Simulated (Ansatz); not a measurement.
HgSe in space group P4_2/mmc (No. 131; Hg on 2c, Se on 2e) under volume change, PBE in the plane-wave PAW code Ansatz, shape and atoms relaxed at each volume.

| V (Å³/atom) | E − E(relaxed) (meV/atom) | P (GPa) |
|---|---|---|
| 29.187 | 28.2 | 3.28 |
| 30.150 | 12.3 | 2.06 |
| 31.112 | 3.0 | 1.02 |
| 32.074 | 0.0 | 0.00 |
| 33.036 | 2.8 | -0.89 |
| 33.998 | 10.4 | -1.62 |
| 34.961 | 22.1 | -2.26 |

Task: What does a third-order Birch–Murnaghan fit give for V₀, B₀ and B′?

Result: V₀ = 32.08 Å³/atom, B₀ = 30.3 GPa, B′ = 3.0.

The cell is a constructed one: a structure type filled with these elements; neither database checked (COD, Materials Project) lists it. COD files the formula under space group No. 216, so this cell is another polymorph or a model. Whether it is the stable phase at ambient conditions was not checked. Symmetry was held in the PBE relaxation; whether a distortion lowers the energy is not shown. Scalar-relativistic: spin–orbit coupling is off unless named, which matters more the heavier the elements.

Potentials: the later of the program's two PAW sets.
